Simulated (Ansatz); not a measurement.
# Kick test of a cell of Sn2Ge

The cell was found from a structure generator's guess, not taken from experiment.

All numbers below come from DFT PBE, scalar-relativistic, plane waves, PAW (Ansatz 0.2.0). Settings: cutoff 420 eV, Γ-centred mesh 12×12×4 on the computed 6-atom cell, Gaussian smearing of 0.10 eV; no spin polarisation.

The cell below (6 atoms, space group P-3m1 (No. 164)) is relaxed within its symmetry.

```yaml
crystal:
  lattice:
    - [4.49931, 0.00000, 0.00000]
    - [-2.24965, 3.89652, 0.00000]
    - [0.00000, 0.00000, 11.06314]
  atoms:
    - { symbol: Sn, position: [0.00000, 0.00000, 0.36929] }
    - { symbol: Sn, position: [0.33333, 0.66667, 0.04899] }
    - { symbol: Sn, position: [0.66667, 0.33333, 0.95102] }
    - { symbol: Sn, position: [0.00000, 0.00000, 0.63071] }
    - { symbol: Ge, position: [0.66667, 0.33333, 0.70815] }
    - { symbol: Ge, position: [0.33333, 0.66667, 0.29185] }
```

For the test a repeat of it with 12 atoms (edges 4.50, 7.79, 11.06 Å) was strained at random (σ = 1.5 % a component), the atoms were moved at random (σ = 0.10 Å), and all was relaxed again on a coarse 6×4×2 mesh (in the run’s order of axes) with 0.20 eV smearing, with no symmetry imposed.

Q: Does it come back?

A: It returns, within 1 meV/atom of the unmoved cell on that mesh and with the same symmetry when read at 0.1 Å (C2/m at 0.01 Å, so small strains and shifts remain). So it is stable against the distortions that fit this cell and that this random move excites. Modes that don't fit the cell aren't tested.
